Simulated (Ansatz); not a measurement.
BaMg2Pb2 in space group P4/nmm (No. 129; Pearson symbol tP10) at seven volumes, r²SCAN (plane waves, PAW; program Ansatz), shape and atoms relaxed at each. One row is withheld.

| V (Å³/atom) | P (GPa) |
|---|---|
| 27.815 | 4.24 |
| 28.732 | 2.59 |
| 29.649 | 1.19 |
| 30.566 | 0.00 |
| 31.483 | -1.01 |
| 32.400 | -1.86 |
| 33.316 | ? |

Task: Fit the shown pressures and predict the withheld one.

Result: Third-order Birch–Murnaghan: P = (3/2)B₀(x^(7/2) − x^(5/2))[1 + (3/4)(B′ − 4)(x − 1)] with x = (V₀/V)^(2/3). Least squares on the six rows gives V₀ = 30.567 Å³/atom, B₀ = 36.41 GPa, B′ = 4.46. At V = 33.316, x = 0.9442 and P = -2.59 GPa. The run itself gave -2.59 GPa.

The workflow started from an entry of the Crystallography Open Database (COD). Whether it is the stable phase at ambient conditions was not checked. The r²SCAN relaxation kept the symmetry of its start; whether a distortion lowers the energy is not shown. Scalar-relativistic: spin–orbit coupling is off unless named, which matters more the heavier the elements.

Potentials: the later of the program's two PAW sets.
